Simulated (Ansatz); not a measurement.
HfO2 (fluorite)

```
CELL_PARAMETERS angstrom
      0.00000     2.54880     2.54880
      2.54880     0.00000     2.54880
      2.54880     2.54880     0.00000
ATOMIC_POSITIONS crystal
  Hf 0.00000 0.00000 0.00000
  O  0.25000 0.25000 0.25000
  O  0.75000 0.75000 0.75000
```

The slice is a {100} plane (indices of the conventional cell) through the point (0.250, 0.250, 0.250) (fractional), spanned by u = [100] and v = [0 1 -1] in vectors of this cell: u (3.60 Å) and v (3.60 Å, at 90° to u). It covers one period; positions are fractions (u, v).

Computed with PBE (plane waves to 420 eV, PAW, scalar-relativistic; Ansatz, a program for electronic structure). k mesh 11×11×11. Near the nuclei the fields are pseudised (PAW); where an atom keeps semicore shells as valence, they peak there. HfO2 is run without spin polarisation. HfO2 was relaxed with its symmetry unable to fall. Spin-orbit coupling is left out, though Hf is heavy. This is a high-temperature form of HfO2.

Question: Predict the map of the valence electron density on the slice.

Answer: 
```
|999864321000000012346899|
|998754311000000011345789|
|887653210000000001235678|
|665532110011111001123556|
|544322111112221111122344|
|333211111233333211111233|
|221111122344544322111112|
|111001123556665532110011|
|000001235678887653210000|
|000011345789998754311000|
|000012346899999864321000|
|000012356899999865321000|
|000012346899999864321000|
|000011345789998754311000|
|000001235678887653210000|
|111001123556665532110011|
|221111122344544322111112|
|333211111233333211111233|
|544322111112221111122344|
|665532110011111001123556|
|887653210000000001235678|
|998754311000000011345789|
|999864321000000012346899|
|999865321000000012356899|
```
Scale: ten equal steps from -0.92 (start of '0') to 0.89 (end of '9'), in the order '0123456789'. Values: log₁₀ of the valence density in e/Å³. The map has 24 points along u (one character each, u = 0 at the left) and 24 along v (v = 0 in the bottom row). The scale is logarithmic, as a density can span decades between atoms and voids.
